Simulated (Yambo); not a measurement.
G0W0@LDA for Ba₂NF (space group R-3m, No. 166) in Yambo. Reference settings: 4×4×4 Γ-centred k mesh, 134 bands and a 7 Ry block in the screening, 134 bands in G with the Bruneval-Gonze terminator, plasmon pole fitted at 27.2 eV. The LDA gap F → F on this mesh is 0.72 eV; G0W0 gaps are taken between the same points.

Gap (F → F) in eV against the number of bands and the screening block, terminator on:

```tsv
bands (W and G)	2 Ry	3 Ry	4 Ry	6 Ry	7 Ry
33	1.849	1.827	1.839	1.848	1.855
51	1.595	1.597	1.630	1.664	1.684
75	1.479	1.498	1.551	1.606	1.629
104	1.436	1.453	–	–	–
134	–	–	–	–	1.611
```

Geometry relaxed with LDA; primitive cell a = 6.8497 Å, b = 6.8497 Å, c = 6.8497 Å, α = 33.10°, β = 33.10°, γ = 33.10°.

The structure is a Materials Project entry; no match was found in the copy of COD used, and its stability was not checked.
